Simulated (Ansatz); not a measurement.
Polymorphs of Co$_{2}$Si, each relaxed with DFT-r²SCAN in the program Ansatz with PAW potentials:

A: P4/nmm
a = 3.448 Å, b = 3.448 Å, c = 5.670 Å, α = 90.00°, β = 90.00°, γ = 90.00°

```csv
atom,site,symmetry,x,y,z
Co,2a,-4m2,0.0000,0.0000,0.0000
Co,2c,4mm,0.5000,0.0000,0.3401
Si,2c,4mm,0.0000,0.5000,0.2625
```

B: Pnma
a = 4.8542 Å, b = 3.7039 Å, c = 6.9653 Å, α = 90.00°, β = 90.00°, γ = 90.00°

| atom | site | symmetry | x | y | z |
|---|---|---|---|---|---|
| Si | 4c | .m. | 0.2010 | 0.2500 | 0.1038 |
| Co | 4c | .m. | 0.0353 | 0.2500 | 0.7789 |
| Co | 4c | .m. | 0.1725 | 0.2500 | 0.4366 |

**Question.** Order them by energy per atom at 0 K (lowest first) at the level r²SCAN.

**Answer.** B (+0 meV/atom), A (+148 meV/atom)

Spin orders computed, not proven ground states: A ferromagnetic; B ferromagnetic. Constructed cells (a structure type filled with these elements, in neither database checked): A. All cells were relaxed under the symmetry of their starts (and spin orders); stability against distortions was not tested throughout.

Energies hold the estimated change up to a 700 eV cutoff; steps of a few meV lie near the error of the meshes.

Potentials: the later of the program's two PAW sets.
